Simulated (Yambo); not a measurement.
Yambo run on CdZnS₂ (space group P-4m2, No. 115). The wavefunctions come from this Quantum ESPRESSO step (PBEsol, PseudoDojo standard norm-conserving files, scalar-relativistic):

```
&CONTROL
  calculation = 'nscf'
  pseudo_dir = './pseudo'
  outdir = './out'
/
&SYSTEM
  ibrav = 0
  nat = 4
  ntyp = 3
  ecutwfc = 102.0
  ecutrho = 408.0
  occupations = 'fixed'
  force_symmorphic = .true.
  nbnd = 175
/
&ELECTRONS
  conv_thr = 4e-09
  diago_full_acc = .true.
  diago_thr_init = 1e-08
/
ATOMIC_SPECIES
S 32.0600 S.upf
Zn 65.3800 Zn.upf
Cd 112.4140 Cd.upf
CELL_PARAMETERS angstrom
  3.928122008000   0.000000000000   0.000000000000
  0.000000000000   3.928122008000   0.000000000000
  0.000000000000   0.000000000000   5.652445619000
ATOMIC_POSITIONS crystal
S   0.500000000000   0.000000000000   0.275430774800
S   0.000000000000   0.500000000000   0.724569225200
Zn   0.000000000000   0.000000000000   0.500000000000
Cd   0.500000000000   0.500000000000   0.000000000000
K_POINTS automatic
4 4 2 0 0 0
```

Yambo input:

```
rim_cut
gw0
dyson
el_el_corr
HF_and_locXC
ppa
em1d
RandQpts= 1000000
RandGvec= 1 Ry
EXXRLvcs= 102 Ry
VXCRLvcs= 408 Ry
Chimod= "HARTREE"
% BndsRnXp
 9 | 173 |
%
NGsBlkXp= 8 Ry
% LongDrXp
 1.0 | 1.0 | 1.0 |
%
PPAPntXp= 27.2114 eV
% GbndRnge
 1 | 173 |
%
GTermKind= "BG"
DysSolver= "n"
ExtendOut
% QPkrange
 1 | 1 | 26 | 27 |
 2 | 2 | 26 | 27 |
 5 | 5 | 26 | 27 |
 6 | 6 | 26 | 27 |
 11 | 11 | 26 | 27 |
 12 | 12 | 26 | 27 |
%
```

k points by index: 1 = Γ, 2 = Z, 5 = X, 6 = R, 11 = M, 12 = A.

The o-*.qp file then holds:

```
#    K-point    Band    Eo [eV]    E [eV]    E-Eo [eV]    Vxc [eV]    Vnlxc [eV]    Sc|Eo [eV]    Sc|E [eV]    dSc/dw|Eo [eV]    Re(Z)    Im(Z)
#
    1    26    0.000000    -0.860266    -0.860266    -15.92364    -19.04764    2.031448    2.263731    -7.346609    0.787410    -0.001353
    1    27    1.379346    1.740408    0.361062    -11.21330    -7.087852    -3.681681    -3.764382    -6.231036    0.813677    -0.001243
    2    26    -0.906152    -1.803497    -0.897345    -14.54736    -17.87071    2.181575    2.426001    -7.411163    0.785942    -0.001401
    2    27    3.805494    4.194646    0.389152    -12.17592    -7.658726    -4.033697    -4.128044    -6.595251    0.804910    -0.001311
    5    26    -0.662680    -1.546392    -0.883712    -14.67609    -17.94010    2.139675    2.380297    -7.408393    0.786004    -0.001379
    5    27    4.186811    4.690028    0.503217    -12.07436    -7.312812    -4.138456    -4.258333    -6.480779    0.807645    -0.001308
    6    26    -0.607890    -1.489432    -0.881542    -14.68443    -17.92974    2.123666    2.363772    -7.410674    0.785953    -0.001392
    6    27    2.879418    3.286186    0.406768    -11.39396    -7.040276    -3.854729    -3.946918    -6.165490    0.815275    -0.001241
    11    26    -2.038029    -2.960762    -0.922733    -12.94886    -16.46611    2.337615    2.594519    -7.575064    0.782238    -0.001470
    11    27    3.233549    3.471564    0.238016    -10.08765    -6.175807    -3.622935    -3.673830    -5.816021    0.823901    -0.001228
    12    26    -2.485423    -3.491898    -1.006475    -14.42562    -18.38986    2.678390    2.957757    -7.552016    0.782757    -0.001548
    12    27    5.369080    5.622589    0.253509    -10.93130    -6.650756    -3.967960    -4.027037    -6.338279    0.811076    -0.001279
```
(The two width columns are left out.) Convergence of these settings isn't established.

Spin-orbit coupling is not included.

Geometry relaxed with PBEsol.

The structure is a Materials Project entry; no match was found in the copy of COD used, and its stability was not checked.
